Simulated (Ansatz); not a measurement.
Compressing Ga₃Sb: a fit and a missing row

Ga₃Sb, I4/mmm, a = 3.991 Å, c = 10.784 Å. The structure is a Materials Project entry; whether it is the stable form wasn't checked. Ansatz: r2SCAN, PAW, 500 eV, Γ-centred 14×14×14 mesh on 4 atoms, Gaussian smearing 0.10 eV; no spin polarisation. Shape and atoms are relaxed at each volume; pressure is positive in compression.

```tsv
V (Å³/atom)	P (GPa)
20.181	3.35
20.825	?
21.469	0.00
22.113	-1.01
22.757	-1.99
```

**Question.** Take V0 = 21.469 Å³/atom, fit the third-order Birch–Murnaghan form to the other rows, and predict the missing pressure.

**Answer.** With the Eulerian strain f = ½[(V0/V)^(2/3) − 1] and y = P/[3f(1 + 2f)^(5/2)], the form is the line y = B0 + 1.5 B0 (B0′ − 4) f. Rows (f, y): 0.02105, 47.9; -0.00976, 36.2; -0.01905, 38.4. Means f = -0.002587, y = 40.833; Σ(Δf)² = 0.0008812, ΣΔfΔy = 0.2403; the slope is their ratio. y = 41.54 + 272.7 f GPa, so B0 = 41.5 GPa and B0′ = 4 + 2 × (272.7)/(3 × 41.54) = 8.38. At V = 20.825, f = 0.01026, y = 44.34 and P = 1.44 GPa. The run gave 1.53 GPa, so the fit is 0.09 GPa too low, within twice the rms miss on the fitted rows (0.08 GPa). A B0′ outside 2 to 8 is unusual except in layered or molecular crystals, and here it hangs on few rows.